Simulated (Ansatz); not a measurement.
V2O5 in space group C2/m (No. 12; V on 4i, O on 2c, O on 4i, O on 4i), DFT-r²SCAN+D4 in the program Ansatz with PAW potentials, all energies at zero smearing, with the estimated change up to a 700 eV cutoff added, with one set of potentials and settings (totals compare only within such a set). Cell of 7 atoms (2 V, 5 O): -8680.637 eV.

```csv
element,reference phase,E (eV/atom)
V,"Im-3m, 1 atoms in the cell",-2917.1775
O,"C2/m, 4 atoms in the cell, spin-polarised",-566.0549
```

Formation energy per atom, worked out: (-8680.637 − 2×(-2917.1775) − 5×(-566.0549))/7 = -2.287 eV/atom (-221 kJ per mol of atoms), at 0 K, without zero-point energy or fitted corrections.

The workflow started from a Materials Project entry (that database holds measured and hypothetical structures alike); the Crystallography Open Database copy checked does not list it. COD files the formula under space group No. 31, 59, so this cell is another polymorph or a model. Whether it is the stable phase at ambient conditions was not checked. Symmetry was held in the r²SCAN+D4 relaxation; whether a distortion lowers the energy is not shown. No spin polarisation was allowed. No Hubbard U is applied. The references are the lowest solids computed at this level, not always the standard phases (solids in place of the gases).

Potentials: the later of the program's two PAW sets.
